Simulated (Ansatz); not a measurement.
# Hg: levels along high-symmetry lines

```yaml
crystal:
  lattice:
    - [4.54000, 0.00000, 0.00000]
    - [-2.27000, 3.93176, 0.00000]
    - [0.00000, 0.00000, 3.87000]
  atoms:
    - { symbol: Hg, position: [0.33333, 0.66667, 0.50000] }
    - { symbol: Hg, position: [0.00000, 0.00000, 0.00000] }
    - { symbol: Hg, position: [0.66667, 0.33333, 0.50000] }
```

Atoms are numbered in the order listed.

Conventional cell: a = 4.540 Å, b = 4.540 Å, c = 3.870 Å, α = 90.00°, β = 90.00°, γ = 120.00°. Around Hg (atom 1) lie 3 Hg at 2.62 Å. Hg (atom 2) is surrounded by 12 Hg at 3.26 Å.

The geometry is COD entry 1538509, unchecked; take it as a test cell.

Spin–orbit coupling is left out, though it moves levels of the heavy atoms by tenths of an eV or more.

All numbers below come from DFT, PBEsol, all-electron LAPW, scalar-relativistic (Ansatz 0.2.0).

Sampling and basis: a Γ-centred 8×8×9 k mesh, Fermi–Dirac smearing of 0.05 eV, basis error target 0.5 meV/atom, no spin polarisation.

Points in fractions of the reciprocal vectors of this cell: Γ (0, 0, 0), M (0.5, 0, 0), K (0.333, 0.333, 0), A (0, 0, 0.5), L (0.5, 0, 0.5), H (0.333, 0.333, 0.5). The path runs Γ–M–K–Γ–A–L–H–A–L. Energies are in eV from the Fermi level; (×n) counts levels within 4 meV of each other, which need not be degenerate by symmetry.

(1) List the levels at Γ between -20 and 10 eV.

(2) List the levels at L between -20 and 10 eV.

(3) List the levels at A between -20 and 10 eV.

(4) What is the band gap?

Answers

(1) -10.03, -8.27, -7.98 (×2), -7.78 (×2), -7.50 (×2), -7.23 (×2), -6.81 (×2), -6.73, -6.65, -5.92 (×2), 0.40, 1.90, 2.63, 3.57 (×2), 3.83 (×2), 7.90.

(2) -8.95, -8.74 (×2), -8.26, -8.21, -7.10, -7.05, -7.03, -6.87, -6.80, -6.67, -6.45, -6.12, -6.04, -5.99, -3.98, -3.10, -2.31, -1.27, 2.28, 3.45, 3.84, 4.89.

(3) -9.31, -8.33 (×2), -8.05 (×2), -7.94 (×2), -6.81, -6.69 (×2), -6.29, -6.25 (×2), -6.07, -6.05 (×2), -5.21, 4.19 (×2), 4.24, 4.69, 5.30, 5.55, 5.58 (×2), 8.78 (×2).

(4) none: bands cross the Fermi level, a metal.
